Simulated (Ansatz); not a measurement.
Sb, first-principles data

Sb:
```cif
data_Sb2
_chemical_formula_sum 'Sb2'
_space_group_name_H-M_alt 'P63/mmc'
_space_group_IT_number 194
_space_group_name_Hall '-P 6c 2c'
_cell_length_a 3.33393
_cell_length_b 3.33393
_cell_length_c 5.53516
_cell_angle_alpha 90.000
_cell_angle_beta 90.000
_cell_angle_gamma 120.000
loop_
_atom_site_label
_atom_site_type_symbol
_atom_site_symmetry_multiplicity
_atom_site_Wyckoff_symbol
_atom_site_fract_x
_atom_site_fract_y
_atom_site_fract_z
_atom_site_occupancy
Sb1 Sb 2 c 0.33333 0.66667 0.25000 1
```

Space group P6_3/mmc (No. 194), hcp (Mg type); conventional cell a = b = 3.334 Å, c = 5.535 Å, α = β = 90.00°, γ = 120.00°.

Method: r²SCAN+D4 in the plane-wave PAW code Ansatz. Geometry: relaxed at this level of theory. Other levels are named where they apply.

Cell and energy:

Volume per atom: 26.64 Å³
Density: 7.59 g/cm³

Electronic structure:

* **Electronic character**: metallic (no gap)
* **Density of states at the Fermi level**: 0.66 states/eV per atom (mean over ±0.08 eV)

Mechanics:

Bulk modulus (Birch–Murnaghan fit): 64.3 GPa
Pressure derivative B′: 4.9

The workflow started from an entry of the Crystallography Open Database (COD), which files this formula under 5 space groups. It is not the phase usual at ambient conditions (space group No. 166). Symmetry was held in the r²SCAN+D4 relaxation; whether a distortion lowers the energy is not shown. Scalar-relativistic: spin–orbit coupling is off unless named, which matters more the heavier the elements.

Potentials: the later of the program's two PAW sets.
